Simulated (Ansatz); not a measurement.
**Strain response of SrSi2Ag2**

Level of theory: Ansatz, DFT PBEsol, scalar-relativistic, plane waves, PAW. Settings: 420 eV cutoff, 8×8×4 k-mesh, Gaussian smearing of 0.10 eV, no spin polarisation.

Starting point, cell and atoms relaxed:

```
CELL_PARAMETERS angstrom
4.33392 0.00000 0.00000
0.00000 4.33392 0.00000
0.00000 0.00000 10.39773
ATOMIC_POSITIONS crystal
Sr 0.00000 0.00000 0.00000
Sr 0.50000 0.50000 0.50000
Si 0.00000 0.00000 0.38761
Si 0.50000 0.50000 0.11239
Si 0.50000 0.50000 0.88761
Si 0.00000 0.00000 0.61239
Ag 0.00000 0.50000 0.25000
Ag 0.50000 0.00000 0.25000
Ag 0.50000 0.00000 0.75000
Ag 0.00000 0.50000 0.75000
```

Deformation: biaxial strain in the a-b plane, with the length and tilt of c and the atoms relaxed, all within the symmetry that the strain leaves. Energies are extrapolated to zero smearing. On this cell's mesh the reference holds a stress of up to 0.15 GPa.

```tsv
strain (%)	ΔE (meV/atom)	a (Å)	b (Å)	c (Å)
-6.0	69.0	4.074	4.074	10.899
-4.0	28.5	4.161	4.161	10.732
-2.0	7.0	4.247	4.247	10.564
+0.0	0.0	4.334	4.334	10.398
+2.0	4.2	4.421	4.421	10.201
+4.0	19.6	4.507	4.507	10.048
+6.0	45.1	4.594	4.594	9.890
```

Task: Does one stiffness describe the whole range?

Result: No: the innermost pair of points gives (1/V) d²E/dε² = 228 GPa and a cubic fit over all points 262 GPa, so terms beyond the third order count over this range.

Task: How does the free axis c answer a small strain?

Result: Between the innermost points its strain is -0.87 times the applied one.